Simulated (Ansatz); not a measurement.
SiC:
```xyz
4
Lattice="2.9939 0.0000 0.0000 0.0000 2.9939 0.0000 0.0000 0.0000 4.9622" Properties=species:S:1:pos:R:3 pbc="T T T"
Si     0.0000     1.4970     0.0000
Si     1.4970     0.0000     2.4811
C      0.0000     0.0000     1.2405
C      0.0000     0.0000     3.7216
```

Relaxed with PBE. Special points in fractions of this cell's reciprocal vectors: Γ (0.000, 0.000, 0.000); X (0.000, 0.500, 0.000); M (0.500, 0.500, 0.000); Z (0.000, 0.000, 0.500); R (0.000, 0.500, 0.500); A (0.500, 0.500, 0.500).

### Question
List the band energies nearest the Fermi level at these points for the program Ansatz at the PBE level (PAW).

### Answer
In eV from the Fermi level; about four levels below and three above (degenerate sets whole), none deeper than 8.9 eV; … stands for higher levels left out; points with the same levels are listed once.

```
k                    below                above
-  -----------------------  -------------------
Γ  -2.85 -2.85 -0.14 -0.14       0.13 0.55 3.11
X  -7.96 -5.29 -2.39 -1.87       0.50 1.42 4.44
M  -6.67 -4.02 -4.02 -3.36  0.88 2.05 2.49 2.49
Z  -2.13 -2.13 -1.45 -1.45  1.36 1.36 6.38 6.38
R  -3.29 -2.94 -1.36 -0.38       1.18 3.10 5.30
A  -2.06 -2.06 -2.01 -2.01          6.51 6.51 …
```

Space group P4_2/mmc. A made-up cell: these elements were put on the sites of a structure type; neither database checked (COD, Materials Project) lists it. It is not the phase usual at ambient conditions (space group No. 186, 216). The PBE relaxation kept the symmetry of its start; its stability against distortions is not shown here.

Potentials: the later of the program's two PAW sets.
